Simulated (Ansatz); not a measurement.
CaNi₂: a fit and a missing row

CaNi₂, Fd-3m, a = 7.066 Å. The structure is a Materials Project entry; whether it is the stable form wasn't checked. Ansatz: PBEsol, PAW, 420 eV, Γ-centred 10×10×10 mesh on 6 atoms, Gaussian smearing 0.10 eV; no spin polarisation. Symmetry fixes shape and atoms, so the cell is only scaled; pressure is positive in compression.

```
V (Å³/atom) P (GPa)
     13.817     7.48
     14.258     3.45
     14.699     0.02
     15.140        ?
     15.581    -5.38
```

Take V0 = 14.699 Å³/atom, count pressures from its P0 = 0.02 GPa, fit the third-order Birch–Murnaghan form to the other rows, and predict the missing pressure.

With the Eulerian strain f = ½[(V0/V)^(2/3) − 1] and y = (P − P0)/[3f(1 + 2f)^(5/2)], the form is the line y = B0 + 1.5 B0 (B0′ − 4) f. Rows (f, y): 0.02106, 106.5; 0.01026, 105.9; -0.01905, 104.1. Means f = 0.004090, y = 105.50; Σ(Δf)² = 0.0008615, ΣΔfΔy = 0.05183; the slope is their ratio. y = 105.3 + 60.17 f GPa, so B0 = 105.3 GPa and B0′ = 4 + 2 × (60.17)/(3 × 105.3) = 4.38. At V = 15.140, f = -0.00976, y = 104.71 and P = -2.90 GPa. The run gave -2.90 GPa, the same to the digits shown.

Spin polarisation was left out, and a magnetic state may lie lower.